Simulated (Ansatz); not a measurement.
Starting cell, Li (space group R-3m):

```yaml
crystal:
  lattice:
    - [2.98802, 1.72513, 14.70777]
    - [0.00000, 1.72513, 14.70777]
    - [0.00000, -1.72513, 7.35389]
  atoms:
    - { symbol: Li, position: [0.00000, 0.77776, 0.77776] }
    - { symbol: Li, position: [0.50000, 0.77776, 0.77776] }
    - { symbol: Li, position: [0.00000, 0.22224, 0.22224] }
    - { symbol: Li, position: [0.50000, 0.22224, 0.22224] }
    - { symbol: Li, position: [0.00000, 0.00000, 0.00000] }
    - { symbol: Li, position: [0.50000, 0.00000, 0.00000] }
```

The atoms are displaced by Q × the pattern below (from a DFPT mode at F = (0.5, 0.5, 0.0), largest move 1; Q in Å), at fixed cell. (q is in reciprocal vectors of the primitive cell; the cell shown is doubled to hold the pattern.)

```csv
atom,x,y,z
Li1,0.000,-0.232,0.973
Li2,0.000,0.232,-0.973
Li3,0.000,0.232,-0.973
Li4,0.000,-0.232,0.973
```

Atoms not listed stay in place.

Computed with LDA (plane waves to 420 eV, PAW, scalar-relativistic; Ansatz, a program for electronic structure). k mesh 18×18×18 (Γ-centred), Fermi-Dirac smearing 0.05 eV. Energies are smeared free energies. With partly filled bands, energies and forces of such displacements shift with the k mesh and the smearing. Li was relaxed with its symmetry unable to fall. This is one of several known forms of Li; the measured ambient cells at hand have space group No. 229. ΔE is measured from the undisplaced structure. The last digit holds for this mesh only.

```json
[
 {"Q (Å)": "-0.180", "ΔE (meV/cell)": "70.6"},
 {"Q (Å)": "-0.150", "ΔE (meV/cell)": "49.0"},
 {"Q (Å)": "-0.120", "ΔE (meV/cell)": "31.4"},
 {"Q (Å)": "-0.090", "ΔE (meV/cell)": "17.7"},
 {"Q (Å)": "-0.060", "ΔE (meV/cell)": "withheld"},
 {"Q (Å)": "-0.030", "ΔE (meV/cell)": "2.0"},
 {"Q (Å)": "0.000", "ΔE (meV/cell)": "0.0"},
 {"Q (Å)": "0.030", "ΔE (meV/cell)": "2.0"},
 {"Q (Å)": "0.060", "ΔE (meV/cell)": "withheld"},
 {"Q (Å)": "0.090", "ΔE (meV/cell)": "17.7"},
 {"Q (Å)": "0.120", "ΔE (meV/cell)": "31.4"},
 {"Q (Å)": "0.150", "ΔE (meV/cell)": "49.0"},
 {"Q (Å)": "0.180", "ΔE (meV/cell)": "70.6"}
]
```

### Question
Fit an even polynomial form (powers 2, 4) to the given rows and predict ΔE at Q = 0.060.

### Answer
Least squares on the 11 given rows: ΔE = (2182)·Q² + (-99.87)·Q⁴, in meV/cell with Q in Å; root-mean-square residual 0.03 meV/cell. At 0.060 the fit gives 7.9 meV/cell; the calculation gives 7.9 meV/cell, the same to the digits shown. The quadratic term alone would give 7.9 meV/cell.

(For displaced atoms, the force is minus the slope of the energy, and its curvature is a force constant, which sets phonon frequencies.)
